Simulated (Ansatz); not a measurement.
Sc (hcp, Mg type)

```yaml
crystal:
  lattice:
    - [3.27714, 0.00000, 0.00000]
    - [-1.63857, 2.83808, 0.00000]
    - [0.00000, 0.00000, 5.08539]
  atoms:
    - { symbol: Sc, position: [0.33333, 0.66667, 0.75000] }
    - { symbol: Sc, position: [0.66667, 0.33333, 0.25000] }
```

In this cell atom 1 (Sc, nearest neighbour Sc at 3.169 Å; its periodic images, 3.3 Å or more away, move with it) is moved by s along Cartesian [111], unit vector (0.577, 0.577, 0.577); all other atoms and the cell stay fixed.

All values below come from PBEsol (plane waves to 420 eV, PAW, scalar-relativistic; Ansatz, a first-principles code). k mesh 13×13×8 (Γ-centred), Fermi-Dirac smearing 0.05 eV. Energies are smeared free energies. With partly filled bands, energies and forces of such displacements shift with the k mesh and the smearing. Sc is run without spin polarisation. Sc was relaxed with its symmetry unable to fall. ΔE is measured from the undisplaced structure. The last digit holds for this mesh only.

| s (Å) | ΔE (meV/cell) |
|---|---|
| -0.320 | 132.3 |
| -0.256 | withheld |
| -0.192 | 47.4 |
| -0.128 | 21.0 |
| -0.064 | 5.2 |
| 0.000 | 0.0 |
| 0.064 | 5.1 |
| 0.128 | 20.5 |
| 0.192 | 46.0 |
| 0.256 | 81.7 |
| 0.320 | 127.3 |

Task: Fit a polynomial form (powers 2, 3, 4) to the given rows and predict ΔE at s = -0.256.

Result: Least squares on the 10 given rows: ΔE = (1266)·s² + (-77.66)·s³ + (17.18)·s⁴, in meV/cell with s in Å; root-mean-square residual 0.08 meV/cell. At -0.256 the fit gives 84.3 meV/cell; the calculation gives 84.5 meV/cell, so the interpolation is off by -0.2 (-0.2 %). The quadratic term alone would give 83.0 meV/cell.

(A displaced cell: forces are minus the slopes of the energy, force constants its curvatures, and phonons follow from these.)
